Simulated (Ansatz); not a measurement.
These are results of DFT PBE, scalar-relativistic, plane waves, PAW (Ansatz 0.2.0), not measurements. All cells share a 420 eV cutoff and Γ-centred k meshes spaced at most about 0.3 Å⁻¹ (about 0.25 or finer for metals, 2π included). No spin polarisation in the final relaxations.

All energies are static (0 K, no zero-point motion).

Compare these two cells of ScAlSbP₃, each relaxed at this level.

A.

```
Sc Al Sb P
1.0
     4.86858    0.00000    0.00000
     0.00000    3.48724    4.20856
     0.00000   -3.48724    4.20856
Sc Al Sb P
1 1 1 3
Direct
  0.00000 0.24536 0.24536
  0.00000 0.80475 0.80475
  0.50000 0.96151 0.96151
  0.00000 0.53802 0.53802
  0.50000 0.06948 0.39607
  0.50000 0.39607 0.06948
```

B.

```
Sc Al Sb P
1.0
     5.26586    0.00000    0.00000
    -2.63293    4.56037    0.00000
     0.00000    0.00000   10.35492
Sc Al Sb P
2 2 2 6
Direct
  0.00000 0.00000 0.00000
  0.00000 0.00000 0.50000
  0.66667 0.33333 0.00000
  0.33333 0.66667 0.00000
  0.66667 0.33333 0.50000
  0.33333 0.66667 0.50000
  0.50000 0.50000 0.80778
  0.50000 0.00000 0.80778
  0.00000 0.50000 0.80778
  0.50000 0.50000 0.19222
  0.50000 0.00000 0.19222
  0.00000 0.50000 0.19222
```

Task: Which is lower in energy, and by how much?

Result: A is lower, by 132 meV/atom. A has space group Amm2 (No. 38), 23.8 Å³/atom and no gap on its mesh; B has space group P6/mmm (No. 191), 20.7 Å³/atom and no gap. Counting P or Sb atoms around Al and Sc (for each partner element, those within 1.25 times its shortest distance or 1.15 times the sum of covalent radii, where it is the nearest in units of that sum or under 1.3; a plus sign parts groups by distance over the sum of covalent radii; the shortest distance is added where it exceeds 1.18 times the sum of covalent radii; a slash parts the counts of unlike sites), A has Sc 5+2, Al 3 and B has Sc 6/12 from 3.3 Å, Al 6. A holds P–P pairs (shortest 2.28 Å); B holds Sb–Sb nets (shortest 3.04 Å). Even the lower one lies +0.03 eV/atom against the reference forms of the elements (uncorrected), so neither is stable at this level. In A, Sc is surrounded by 1 P at 2.46 Å, 4 P at 2.69 Å and 2 Sb at 3.41 Å; around Al lie 1 P at 2.25 Å and 2 Sb at 2.77 Å; Sb is surrounded by 2 P at 2.55 Å, 2 Al at 2.77 Å and 2 P at 3.04 Å; P on a site of symmetry mm2 is surrounded by 1 Al at 2.25 Å and 1 Sc at 2.46 Å; 1 more site not described. In B, Sc on its first site has 6 Al at 3.04 Å and 12 P at 3.30 Å; Al is surrounded by 6 P at 2.50 Å, 3 Sc at 3.04 Å and 3 Al at 3.04 Å; Sb has 3 Sc at 3.04 Å, 3 Sb at 3.04 Å and 6 P at 3.53 Å; P has 2 Al at 2.50 Å, 4 P at 2.63 Å, 2 Sc at 3.30 Å and 2 Sb at 3.53 Å; 1 more site not described. Both come from invented guesses. A third cell relaxed alike, in P4/mmm, lies 84 meV/atom below the lower of the two.

No dispersion correction is applied, so the spacing and binding between layers, chains or molecules are poorly described (P6/mmm), and this can change margins and order among such cells. These runs have no spin–orbit coupling, which can matter for Sb. A magnetic state wasn't ruled out in cells without spin, among them P6/mmm. Cells relaxed within their symmetry can be saddle points.
